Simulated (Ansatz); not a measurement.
This cell of Pt (fcc, Cu type) is off equilibrium:

```xyz
1
Lattice="0.0000 1.9519 1.8998 1.9519 0.0000 1.8998 1.9519 1.9519 0.0000" Properties=species:S:1:pos:R:3 pbc="T T T"
Pt     0.0000     0.0000     0.0000
```

Method: r2SCAN (plane waves to 500 eV, PAW, scalar-relativistic; Ansatz, a first-principles code). k mesh 20×20×20 (Γ-centred), Fermi-Dirac smearing 0.05 eV. Energies are smeared free energies. Stress and pressure are positive under compression. With partly filled bands, the response to shear is sensitive to the k mesh, so small differences along c/a are uncertain. Pt is run without spin polarisation. Pt was relaxed with its symmetry unable to fall. Spin-orbit coupling is left out, though Pt is heavy. The PAW data are Ansatz's earlier set.

**Question.** What is the stress tensor (GPa)?

**Answer.** 
```
   16.5      0.0      0.0
    0.0     16.5      0.0
    0.0      0.0     19.1
```
The pressure, a third of the trace, is 17.3 GPa.

**Question.** It is the relaxed cell deformed to V/V₀ = 0.947, (c/a)/(c/a)₀ = 0.973, c along z, fractional positions held. What is its energy relative to the relaxed cell?

**Answer.** 44 meV/atom.

(Under strain, the slope of the energy per volume gives the stress and its curvature an elastic modulus.)
